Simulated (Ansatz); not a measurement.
# Pd under strains and displacements

These are results of DFT PBEsol, scalar-relativistic, plane waves, PAW in Ansatz 0.2.0, not measurements.

Plane waves to 420 eV, a k mesh through Γ of 16×16×16 on the computed 1-atom cell and Gaussian smearing (0.10 eV); no spin polarisation.

Reference cell:

```xyz
1
Lattice="0.0000 1.9449 1.9449 1.9449 0.0000 1.9449 1.9449 1.9449 0.0000" Properties=species:S:1:pos:R:3 pbc="T T T"
Pd    0.0000    0.0000    0.0000
```

Each variant moves atoms of this cell by the vectors given, if any (Å), and then applies a symmetric strain (tensor components, Cartesian axes). The reference cell isn't relaxed at this level. Energies are per atom at zero smearing, counted from the lowest variant. Pressure is positive in compression.

1. strain (xx yy zz yz xz xy, %) 5.26 6.15 2.70 -0.33 0.48 0.36
2. strain (xx yy zz yz xz xy, %) -5.22 -3.53 0.12 -0.42 -1.64 -0.18
3. strain (xx yy zz yz xz xy, %) 3.20 3.20 0.20 0.00 0.00 0.00

| result | ΔE (meV/atom) | P (GPa) |
| --- | --- | --- |
| A | 22.2 | 20.10 |
| B | 123.7 | -20.05 |
| C | 0.0 | -12.48 |

Q: Which variant gave which result?

A: A is 2, B is 1, C is 3. The pressure falls as the cell grows: from the smallest volume to the largest the variants are 2, 3, 1.